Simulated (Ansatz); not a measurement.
Task: Each is relaxed and computed with the program Ansatz at the LDA level (PAW). Which is the only metal?
A) BAs, wurtzite
B) BN, P6_422 (B on 3d, N on 3c)
C) HfB2, P6/mmm (Hf on 1a, B on 2d)
D) HfO2, P2_1/c (Hf on 4e, O on 4e, O on 4e)

Result: C, HfB2, P6/mmm (Hf on 1a, B on 2d). HfB2: metal; HfO2: gap 3.94 eV (indirect); BN: gap 3.65 eV (indirect); BAs: gap 1.05 eV (indirect). Typed or built starts, not in the databases checked: BN, P6_422 (B on 3d, N on 3c). Not the usual ambient phase: BN, P6_422 (B on 3d, N on 3c); BAs, wurtzite. All cells were relaxed under the symmetry of their starts (and spin orders); stability against distortions was not tested throughout. Rows with no word on spin ran without spin polarisation. Scalar-relativistic: spin–orbit coupling is off unless named, which matters more the heavier the elements.

Potentials: the later of the program's two PAW sets.
